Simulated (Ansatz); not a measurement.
One stationary structure of Ga$_{2}$O$_{3}$. Space group R-3c (No. 167), corundum type. Computed with r2SCAN (plane waves to 500 eV, PAW, scalar-relativistic; Ansatz, a quantum-chemistry and plane-wave program).

Space group R-3c, hexagonal axes (No. 167); a = b = 4.9845 Å, c = 13.4410 Å, α = β = 90.00°, γ = 120.00°

| atom | site | symmetry | x | y | z |
|---|---|---|---|---|---|
| Ga | 12c | 3. | 0.0000 | 0.0000 | 0.1446 |
| O | 18e | .2 | 0.3036 | 0.3036 | 0.2500 |
(The calculation used a cell of 10 atoms; values per cell refer to that cell.)

Q: What band gap does r2SCAN give?

A: 3.58 eV, indirect (valence top at k = (0, 0.125, -0.125), conduction bottom at Γ) (no spin-orbit coupling).

Q: Give the smallest direct gap at the level r2SCAN.

A: 3.82 eV at Γ.

No spin polarisation in the result.

The run could not lose the symmetry of its start.
